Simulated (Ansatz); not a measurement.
SnPS3:
```cif
data_P6S18Sn6
_chemical_formula_sum 'Sn6 P6 S18'
_space_group_name_H-M_alt 'R-3 :H'
_space_group_IT_number 148
_space_group_name_Hall '-R 3'
_cell_length_a 6.46052
_cell_length_b 6.46052
_cell_length_c 18.79622
_cell_angle_alpha 90.000
_cell_angle_beta 90.000
_cell_angle_gamma 120.000
loop_
_atom_site_label
_atom_site_type_symbol
_atom_site_symmetry_multiplicity
_atom_site_Wyckoff_symbol
_atom_site_fract_x
_atom_site_fract_y
_atom_site_fract_z
_atom_site_occupancy
Sn1 Sn 6 c 0.00000 0.00000 0.19151 1
P1 P 6 c 0.00000 0.00000 0.44157 1
S1 S 18 f 0.25201 0.33140 0.07913 1
```
(The calculation used a cell of 10 atoms; values per cell refer to that cell.)

Relaxed with LDA. LDA in the plane-wave PAW code Ansatz gives a gap of 1.25 eV.

What gap does HSE06 give on the same cell (Ansatz, PAW)?

1.94 eV, 0.68 eV more. The hybrid was solved on a coarser mesh and at special points; its gap is the smallest among all of these.

```tsv
k	v1 LDA	c1 LDA	v1 HSE06	c1 HSE06
Γ	-0.30	1.69	[?]	[?]
T	-0.25	1.25	-0.24	2.00
L	-0.54	1.81	[?]	[?]
F	-0.58	1.74	-0.55	2.42
S0	-0.85	1.31	[?]	[?]
H0	-0.67	1.36	[?]	[?]
```

Top valence (v1) and lowest conduction level (c1) in eV from each method's valence maximum (which need not be a listed point): supply the withheld HSE06 values.


- L, v1 HSE06: -0.54
- L, c1 HSE06: 2.48
- H0, v1 HSE06: -0.70
- H0, c1 HSE06: 2.03
- Γ, v1 HSE06: -0.38
- Γ, c1 HSE06: 2.48
- S0, v1 HSE06: -0.88
- S0, c1 HSE06: 1.97

Cost on shared cores: the LDA run (SCF on a 5×5×5 mesh, then bands and DOS) very roughly 5 core-minutes, the HSE06 run (SCF on 3×3×3, then a few points) roughly 8 core-minutes; the tasks are unlike.

The workflow started from a Materials Project entry (that database holds measured and hypothetical structures alike); the Crystallography Open Database copy checked does not list it. COD files the formula under space group No. 7, 14, so this cell is another polymorph or a model. Whether it is the stable phase at ambient conditions was not checked. Symmetry was held in the LDA relaxation; its stability against distortions is not shown here. A crystal of weakly bound layers computed without a dispersion correction: the cell and the soft elastic constants depend strongly on that. Spin–orbit coupling is left out wherever it is not named.

Potentials: the later of the program's two PAW sets.
